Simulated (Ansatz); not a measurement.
This run works on a generated trial structure, not on a known crystal.

Input and command of a plane-wave DFT calculation in Ansatz:

```yaml
crystal:
  lattice:
    - [-1.9349662634, 1.9349662634, 6.5756856027]
    - [1.9349662634, -1.9349662634, 6.5756856027]
    - [1.9349662634, 1.9349662634, -6.5756856027]
  atoms:
    - { symbol: Re, position: [0.5, 0.5, 0.0], spin: 1.0 }
    - { symbol: Au, position: [0.75, 0.25, 0.5] }
    - { symbol: Au, position: [0.25, 0.75, 0.5] }
    - { symbol: O, position: [0.36068491, 0.36068491, 0.0] }
    - { symbol: O, position: [0.63931509, 0.63931509, 0.0] }
    - { symbol: O, position: [0.0, 0.5, 0.5] }
    - { symbol: O, position: [0.5, 0.0, 0.5] }
basis:
  ecutwfc: 420
kpoints:
  mp_grid: { grid: [6, 6, 6] }
hamiltonian:
  xc: pbe
scf:
  occupations: { method: gaussian, width: 0.1 }
  lower_state_search: "off"
output:
  forces: true
  stress: true
  eigenvalues: true
  populations: true
magnetization:
  spin_polarized: true
```

```bash
ansatz run input.yaml --threads 1 --pin off --max-ram 2560MiB --backend cpu --events-out ev --progress --plain --runs-dir out
```

Processor: Intel(R) Xeon(R) Processor @ 2.50GHz (Skylake/Cascade Lake), 1 thread, on a host shared with other jobs.

**Question.** How long does it run, and how much memory does it take?

**Answer.** About 64 s, peak memory 0.52 GiB. It solves 47 bands at 30 k points (after reduction by symmetry) with about 1929 plane waves, in 18 SCF iterations.
